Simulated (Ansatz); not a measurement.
CsGeI3 in space group R3m (No. 160; Cs on 3a, Ge on 3a, I on 9b) under volume change, the program Ansatz at the r²SCAN level (PAW), shape and atoms relaxed at each volume.

| V (Å³/atom) | E − E(relaxed) (meV/atom) | P (GPa) |
|---|---|---|
| 40.251 | 13.6 | 1.24 |
| 41.578 | 5.5 | 0.72 |
| 42.904 | 1.3 | 0.33 |
| 44.231 | 0.0 | 0.00 |
| 45.558 | 1.1 | -0.26 |
| 46.885 | 4.1 | -0.46 |
| 48.212 | 8.5 | -0.60 |

### Question
What does a third-order Birch–Murnaghan fit give for V₀, B₀ and B′?

### Answer
V₀ = 44.22 Å³/atom, B₀ = 9.5 GPa, B′ = 7.1.

The first step of the workflow began from a Materials Project structure, measured or hypothetical; the Crystallography Open Database files this formula in space group No. 160, but the cells were not matched. Whether it is the stable phase at ambient conditions was not checked. The cell was relaxed with r²SCAN under the symmetry of its start; its stability against distortions is not shown here. Spin–orbit coupling is left out wherever it is not named.

Potentials: the later of the program's two PAW sets.
